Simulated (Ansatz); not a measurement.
BeS (rock salt, Fm-3m) under volume change, PBEsol in the plane-wave PAW code Ansatz, scaled uniformly.

```json
[
 {"V (Å³/atom)": "10.999", "E − E(relaxed) (meV/atom)": "40.5", "P (GPa)": "12.85"},
 {"V (Å³/atom)": "11.362", "E − E(relaxed) (meV/atom)": "17.1", "P (GPa)": "7.94"},
 {"V (Å³/atom)": "11.724", "E − E(relaxed) (meV/atom)": "4.1", "P (GPa)": "3.69"},
 {"V (Å³/atom)": "12.087", "E − E(relaxed) (meV/atom)": "0.0", "P (GPa)": "0.01"},
 {"V (Å³/atom)": "12.449", "E − E(relaxed) (meV/atom)": "3.7", "P (GPa)": "-3.17"},
 {"V (Å³/atom)": "12.812", "E − E(relaxed) (meV/atom)": "14.0", "P (GPa)": "-5.93"},
 {"V (Å³/atom)": "13.175", "E − E(relaxed) (meV/atom)": "30.2", "P (GPa)": "-8.32"}
]
```

What does a third-order Birch–Murnaghan fit give for V₀, B₀ and B′?

V₀ = 12.09 Å³/atom, B₀ = 114 GPa, B′ = 3.8.

The start of the workflow was typed in or built on a structure type; neither database checked (COD, Materials Project) lists it. COD files the formula under space group No. 216, so this cell is another polymorph or a model. Its standing as an ambient phase is unchecked. The PBEsol relaxation kept the symmetry of its start. At this level the phase is dynamically unstable (imaginary phonons).

Potentials: the later of the program's two PAW sets.
